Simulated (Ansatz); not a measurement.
Relaxed-ion elastic tensor of In (simple cubic, space group No. 221) in GPa (Voigt order), r²SCAN in the plane-wave PAW code Ansatz; density 6.79 g/cm³, 28.09 Å³ per atom.

```csv
,1,2,3,4,5,6
1,86.8,14.9,14.9,0.0,0.0,0.0
2,14.9,86.8,14.9,0.0,0.0,0.0
3,14.9,14.9,86.8,0.0,0.0,0.0
4,0.0,0.0,0.0,-5.3,0.0,0.0
5,0.0,0.0,0.0,0.0,-5.3,0.0
6,0.0,0.0,0.0,0.0,0.0,-5.3
```

Task: Is the crystal mechanically stable?

Result: No: the smallest eigenvalue of C is -5.3 GPa.

Space group Pm-3m (simple cubic). The cell is a constructed one: a structure type filled with these elements; neither database checked (COD, Materials Project) lists it. It is not the phase usual at ambient conditions (space group No. 139). Symmetry was held in the r²SCAN relaxation. At this level the phase is mechanically unstable. As this level gives no gap, shear constants depend on the k-mesh and smearing (Fermi–Dirac, 0.1 eV here).

Potentials: the later of the program's two PAW sets.
